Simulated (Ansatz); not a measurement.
TiSi:
```cif
data_SiTi
_chemical_formula_sum 'Ti1 Si1'
_space_group_name_H-M_alt 'P 1'
_space_group_IT_number 1
_cell_length_a 2.75923
_cell_length_b 2.75923
_cell_length_c 3.81123
_cell_angle_alpha 90.000
_cell_angle_beta 90.000
_cell_angle_gamma 97.731
loop_
_space_group_symop_operation_xyz
  'x, y, z'
loop_
_atom_site_label
_atom_site_type_symbol
_atom_site_fract_x
_atom_site_fract_y
_atom_site_fract_z
_atom_site_occupancy
Ti1 Ti 0.50000 0.50000 0.00000 1
Si1 Si 0.00000 0.00000 0.50000 1
```

This is the r²SCAN-relaxed structure.

Q: All from plane-wave PAW r²SCAN (Ansatz code), unless another level is named. Estimate the highest zone-centre frequency.

A: 10.94 THz.

Q: Next, the Poisson's ratio?

A: 0.32.

Space group Cmmm. The workflow started from a Materials Project entry (that database holds measured and hypothetical structures alike); the Crystallography Open Database copy checked does not list it. COD files the formula under space group No. 25, so this cell is another polymorph or a model. Its standing as an ambient phase is unchecked. The r²SCAN relaxation kept the symmetry of its start; of distortions, only those at the zone centre were tested. The run is not spin-polarised. As this level gives no gap, phonon frequencies hold no LO–TO term and depend on the k-mesh and smearing (Fermi–Dirac, 0.1 eV here).

Potentials: the later of the program's two PAW sets.
